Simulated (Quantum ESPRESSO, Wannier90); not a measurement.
Tight-binding from DFT: InSe (C2/m)

```
CELL_PARAMETERS angstrom
      0.00000     4.10930     0.00000
     -1.72323     0.00000     4.77135
      5.82639    -2.05465     0.00000
ATOMIC_POSITIONS crystal
  In 0.11180 0.95316 0.22360
  In 0.88820 0.04684 0.77640
  Se 0.33907 0.33104 0.67814
  Se 0.66093 0.66896 0.32186
```

Cell from Materials Project (mp-21405), symmetrised, no further relaxation. Not found in the COD (Crystallography Open Database) copy used, which has the formula in other groups; not checked further. Computed values, not measurements, from PBEsol: Quantum ESPRESSO (norm-conserving PseudoDojo potentials, cutoff 69 Ry, no spin polarisation, no spin-orbit coupling) on a Γ-centred 4×4×4 mesh, then Wannier90. Density: 8×6×8 mesh, cold smearing 0.01 Ry. The cell is built of weakly bound layers, chains or molecules, whose nearest atoms lie 3.55 Å apart. Database cells relaxed without dispersion often hold them too far apart, which can enlarge gaps and weakens couplings between them; spacing and stacking were not compared with the measured crystal. Spin-orbit coupling is left out although heavy elements are present.

Functional, cutoff and mesh named above are those of the base row (4×4×4); the first column says what each row takes instead. Model: 16 functions from bands 21-46, start hydrogen-like In: s;p; Se: s;p, centres 0.05 Å off the atoms, frozen window tied to the conduction edge or Fermi level of each row, as listed, which moves Ω_I and hoppings a little by itself. Energies are relative to the valence-band maximum; the misfit is to pw.x on a path, for states up to 2.1 eV relative to the valence-band maximum. Only the mesh of Bloch states changes. The disentangled Ω_I can sit in another minimum from row to row.

| mesh | frozen to (eV) | Ω_I (Å²) | rms misfit (meV) | k-points (cost) | rough cost of nscf and overlaps (first row = 1) |
|---|---|---|---|---|---|
| 2×2×2 | 2.61 | 19.31 | 92 | 8 | 1.0 |
| 3×3×3 | 2.58 | ? | 43 | 27 | 2.9 |
| 4×4×4 | 2.61 | 25.31 | 20 | 64 | 7 |
| 5×5×5 | 2.56 | 26.48 | 7.4 | 125 | 13 |

Problem. Some entries are withheld; supply them.

Solution. 
- 3×3×3, Ω_I (Å²): 23.35
